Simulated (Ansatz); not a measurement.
Beta-gallia alloy of Ga2O3 and Al2O3 (18 of 48 Ga sites exchanged), 120 atoms

Ansatz, PAW, plane waves. PBEsol relaxation of cell lengths and atoms (angles held) at the single k point (¼, ¼, ¼) without its symmetry partners; single points on the relaxed atoms at the single k point (¼, ¼, ¼) without its symmetry partners, onto which points of the small cell's zone fold. Arrangement: quasirandom. No spin–orbit coupling unless named.

Relaxed structure:

```
CELL_PARAMETERS angstrom
12.10191 0.00000 -0.01079
0.00000 8.98861 0.00000
-2.74009 0.00000 11.15694
ATOMIC_POSITIONS crystal
Ga 0.40715 0.16517 0.10304
Ga 0.41179 0.16696 0.60367
Ga 0.40955 0.50409 0.10171
Ga 0.40853 0.83189 0.60183
Ga 0.15648 0.16515 0.65438
Ga 0.15918 0.83110 0.15401
Ga 0.08802 0.99855 0.89780
Ga 0.09186 0.33371 0.39847
Ga 0.08932 0.33580 0.89960
Ga 0.09436 0.66814 0.39976
Ga 0.90995 0.00126 0.10000
Ga 0.91077 0.33381 0.10006
Ga 0.90756 0.66519 0.09959
Ga 0.91388 0.66692 0.60566
Ga 0.65756 0.99668 0.15579
Ga 0.65928 0.33467 0.15697
Ga 0.65952 0.33384 0.65731
Ga 0.65910 0.66767 0.65841
Ga 0.33861 0.99863 0.34176
Ga 0.34130 0.99630 0.84464
Ga 0.33952 0.33600 0.34425
Ga 0.34039 0.33491 0.84168
Ga 0.59173 0.16556 0.39998
Ga 0.59203 0.16442 0.89615
Ga 0.58920 0.50203 0.39706
Ga 0.59006 0.50422 0.89719
Ga 0.59032 0.83240 0.39853
Ga 0.84354 0.16598 0.34624
Ga 0.84133 0.50033 0.34415
Ga 0.84389 0.83413 0.34324
Al 0.40589 0.50199 0.60149
Al 0.40972 0.83013 0.10158
Al 0.15889 0.16817 0.15934
Al 0.15900 0.50027 0.15741
Al 0.15851 0.50240 0.66110
Al 0.15733 0.83311 0.65948
Al 0.09345 0.99936 0.39857
Al 0.08973 0.66564 0.89683
Al 0.90966 0.99987 0.60460
Al 0.91149 0.33340 0.60501
Al 0.66165 0.99847 0.66205
Al 0.65885 0.66849 0.15823
Al 0.33932 0.66558 0.33962
Al 0.34020 0.66818 0.83911
Al 0.59169 0.83166 0.89733
Al 0.84218 0.16702 0.83948
Al 0.84271 0.50048 0.84127
Al 0.84210 0.83291 0.84152
O 0.33130 0.16669 0.44687
O 0.33177 0.16640 0.94455
O 0.33606 0.50701 0.44723
O 0.33802 0.50736 0.94174
O 0.33218 0.82694 0.44254
O 0.33769 0.82533 0.94790
O 0.32184 0.16708 0.21751
O 0.32624 0.16492 0.71884
O 0.32415 0.50536 0.21762
O 0.32451 0.50810 0.71444
O 0.32818 0.82654 0.21489
O 0.32255 0.82793 0.71805
O 0.00838 0.16098 0.37554
O 0.00011 0.16747 0.86930
O 0.00398 0.50176 0.37125
O 0.00149 0.50604 0.87135
O 0.00817 0.83850 0.37153
O 0.00239 0.82656 0.87354
O 0.16492 0.00605 0.05618
O 0.16255 0.99284 0.55303
O 0.16394 0.33391 0.05853
O 0.16594 0.34018 0.55774
O 0.16094 0.65915 0.05049
O 0.15954 0.66738 0.56121
O 0.83717 0.99858 0.45119
O 0.83935 0.00076 0.93979
O 0.83838 0.33364 0.45158
O 0.83805 0.33328 0.94013
O 0.83598 0.66829 0.44770
O 0.83479 0.66629 0.94034
O 0.17062 0.00447 0.28221
O 0.17107 0.99384 0.77965
O 0.17145 0.33522 0.27759
O 0.17160 0.34001 0.78027
O 0.17613 0.66139 0.28068
O 0.17170 0.66675 0.78393
O 0.82730 0.99953 0.21832
O 0.82810 0.99797 0.71757
O 0.82845 0.33340 0.21922
O 0.83175 0.33381 0.71935
O 0.82326 0.66755 0.21589
O 0.82946 0.66821 0.72276
O 0.49245 0.99387 0.12616
O 0.50079 0.99836 0.63039
O 0.49546 0.33348 0.12760
O 0.49349 0.34151 0.62701
O 0.49919 0.67230 0.12935
O 0.49467 0.66068 0.62763
O 0.50136 0.99979 0.37067
O 0.50631 0.99343 0.87292
O 0.50256 0.33283 0.37247
O 0.50437 0.33321 0.86996
O 0.49791 0.66738 0.37189
O 0.50177 0.67376 0.86764
O 0.66765 0.16581 0.05431
O 0.66469 0.16056 0.55885
O 0.66404 0.50684 0.05607
O 0.66919 0.50102 0.55415
O 0.66210 0.82682 0.05116
O 0.66423 0.83850 0.55799
O 0.67363 0.16620 0.28234
O 0.67810 0.16187 0.78115
O 0.67176 0.50594 0.27961
O 0.67840 0.49952 0.78367
O 0.67211 0.82847 0.27981
O 0.67568 0.83892 0.78612
O 0.00102 0.16723 0.12918
O 0.99097 0.16605 0.62662
O 0.00054 0.50069 0.12868
O 0.99860 0.49416 0.62983
O 0.99690 0.83237 0.12773
O 0.99801 0.84011 0.63058
```

Q: What are the mean bond lengths by pair (pairs within 1.2 times the sum of covalent radii, less contacts 15 % beyond the pair's median; cation–cation pairs of compounds aside; long ionic contacts are cut short by that bound)?

A: Al–O 1.889 ± 0.087 Å (standard deviation, 94 bonds); Ga–O 1.926 ± 0.090 Å (standard deviation, 146 bonds).

Q: What gap lies between the top filled and the lowest empty level in the single points?

A: HSE06 5.61 eV (62 s on NVIDIA GB300). Away from Γ this isn't the crystal's band gap.
